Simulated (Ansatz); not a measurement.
YF$_{3}$:
```cif
data_F18Y6
_chemical_formula_sum 'Y6 F18'
_space_group_name_H-M_alt 'P 1'
_space_group_IT_number 1
_cell_length_a 6.73299
_cell_length_b 6.73299
_cell_length_c 6.92604
_cell_angle_alpha 90.000
_cell_angle_beta 90.000
_cell_angle_gamma 120.000
loop_
_space_group_symop_operation_xyz
  'x, y, z'
loop_
_atom_site_label
_atom_site_type_symbol
_atom_site_fract_x
_atom_site_fract_y
_atom_site_fract_z
_atom_site_occupancy
Y1 Y 0.65401 0.00000 0.75000 1
Y2 Y 0.34599 0.00000 0.25000 1
Y3 Y 0.00000 0.65401 0.75000 1
Y4 Y 0.00000 0.34599 0.25000 1
Y5 Y 0.34599 0.34599 0.75000 1
Y6 Y 0.65401 0.65401 0.25000 1
F1 F 0.30662 0.93206 0.92114 1
F2 F 0.69338 0.06794 0.07886 1
F3 F 0.06794 0.37456 0.92114 1
F4 F 0.93206 0.62544 0.07886 1
F5 F 0.62544 0.69338 0.92114 1
F6 F 0.37456 0.30662 0.07886 1
F7 F 0.93206 0.30662 0.57886 1
F8 F 0.06794 0.69338 0.42114 1
F9 F 0.37456 0.06794 0.57886 1
F10 F 0.62544 0.93206 0.42114 1
F11 F 0.69338 0.62544 0.57886 1
F12 F 0.30662 0.37456 0.42114 1
F13 F 0.66667 0.33333 0.81777 1
F14 F 0.33333 0.66667 0.18223 1
F15 F 0.33333 0.66667 0.68223 1
F16 F 0.66667 0.33333 0.31777 1
F17 F 0.00000 0.00000 0.75000 1
F18 F 0.00000 0.00000 0.25000 1
```

Relaxed with PBEsol.

Give the optical modes at the zone centre with their infrared activity from DFPT, PBEsol in the plane-wave PAW code Ansatz.

Transverse frequencies, without the LO–TO term; a row sums one degenerate level.

```csv
ω (cm⁻¹),degeneracy,IR ((D/Å)²/amu),activity
30,1,0.00,IR-inactive
57,1,0.32,IR
89,1,0.00,IR-inactive
95,2,0.00,IR-inactive
134,2,13.73,IR
140,2,0.00,IR-inactive
151,1,0.00,IR-inactive
152,2,0.00,IR-inactive
164,2,16.34,IR
168,1,0.00,IR-inactive
182,2,27.63,IR
195,2,0.00,IR-inactive
197,1,41.33,IR
200,1,0.00,IR-inactive
206,2,21.51,IR
217,2,0.00,IR-inactive
218,1,0.00,IR-inactive
222,2,3.58,IR
229,1,6.93,IR
242,1,0.00,IR-inactive
245,1,0.00,IR-inactive
246,2,0.00,IR-inactive
264,2,22.72,IR
265,1,0.00,IR-inactive
268,1,1.50,IR
270,1,0.00,IR-inactive
291,2,2.31,IR
318,2,0.00,IR-inactive
325,1,0.00,IR-inactive
336,2,0.00,IR-inactive
337,1,3.79,IR
338,2,0.23,IR
342,2,0.00,IR-inactive
344,1,0.00,IR-inactive
353,1,0.00,IR-inactive
361,1,9.39,IR
377,2,8.28,IR
383,1,0.00,IR-inactive
390,1,0.00,IR-inactive
403,2,0.00,IR-inactive
405,2,9.22,IR
412,2,0.00,IR-inactive
430,1,0.00,IR-inactive
455,1,0.00,IR-inactive
463,2,0.05,IR
478,2,0.00,IR-inactive
```

How high does the top mode go among those that the LO–TO term moves?

495 cm⁻¹ for q along x, 495 cm⁻¹ for q along y, 494 cm⁻¹ for q along z.

Space group P-3c1. The first step of the workflow began from a Materials Project structure, measured or hypothetical; the Crystallography Open Database copy checked does not list it. COD files the formula under space group No. 62, 221. Its standing as an ambient phase is unchecked. The cell was relaxed with PBEsol under the symmetry of its start; whether a distortion lowers the energy is not shown. The run is not spin-polarised.

Potentials: the later of the program's two PAW sets.
